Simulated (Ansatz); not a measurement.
WN₂:
```xyz
6
Lattice="2.8835 0.0000 0.0000 -1.4417 2.4972 0.0000 0.0000 0.0000 7.6961" Properties=species:S:1:pos:R:3 pbc="T T T"
W      0.0000     1.6648     5.7721
W      1.4417     0.8324     1.9240
N      0.0000     0.0000     7.0051
N      0.0000     0.0000     0.6910
N      0.0000     0.0000     3.1570
N      0.0000     0.0000     4.5391
```

Tensor components refer to the Cartesian frame of this cell.

Problem. Give the high-frequency dielectric tensor and the Born effective charge tensors of the independent atoms from DFPT, LDA (plane waves, PAW; program Ansatz).

Solution. 
ε∞:
```
15.1  0.00  0.00
0.00  15.1  0.00
0.00  0.00  10.6
```
Z* of atom 1 (W), rows: field, columns: displacement, in e:
```
 0.56   0.00   0.00
 0.00   0.56   0.00
 0.00   0.00  -0.34
```
Z* of atom 3 (N), rows: field, columns: displacement, in e:
```
-0.28   0.00   0.00
 0.00  -0.28   0.00
 0.00   0.00   0.17
```

Space group P6_3/mmc. The first step of the workflow began from a Materials Project structure, measured or hypothetical; the Crystallography Open Database copy checked does not list it. Whether it is the stable phase at ambient conditions was not checked. Symmetry was held in the LDA relaxation; its stability against distortions is not shown here. The run is not spin-polarised. Spin–orbit coupling is left out wherever it is not named.

Potentials: the later of the program's two PAW sets.
